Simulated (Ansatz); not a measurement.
A: Mg₃Sb₂ (A-La2O3 type, space group P-3m1), a = b = 4.567 Å, c = 7.247 Å, α = β = 90.00°, γ = 120.00°
B: BaTiO3 (tetragonal-perovskite type, space group P4mm), a = b = 3.972 Å, c = 4.113 Å, α = β = γ = 90.00°
C: AlN (wurtzite), a = 3.1067 Å, b = 3.1067 Å, c = 4.9785 Å, α = 90.00°, β = 90.00°, γ = 120.00°

Scan: energy over volume and axial ratio (atoms clamped). All come from one method, each on a k mesh of its own. All were relaxed with their symmetry unable to fall. BaTiO3 is run without spin polarisation. Spin-orbit coupling is left out.

Q: Put the candidates in order of modulus against c/a change at fixed volume, (3/4V)·∂²E/∂(ln c/a)² (fitted), lowest first, for r2SCAN (plane waves to 500 eV, PAW, scalar-relativistic; Ansatz, a quantum-chemistry and plane-wave program).

A: A (39 GPa), B (98 GPa), C (209 GPa)

(A scan under strain: stresses follow from slopes of the energy per volume, elastic moduli from its curvatures.)
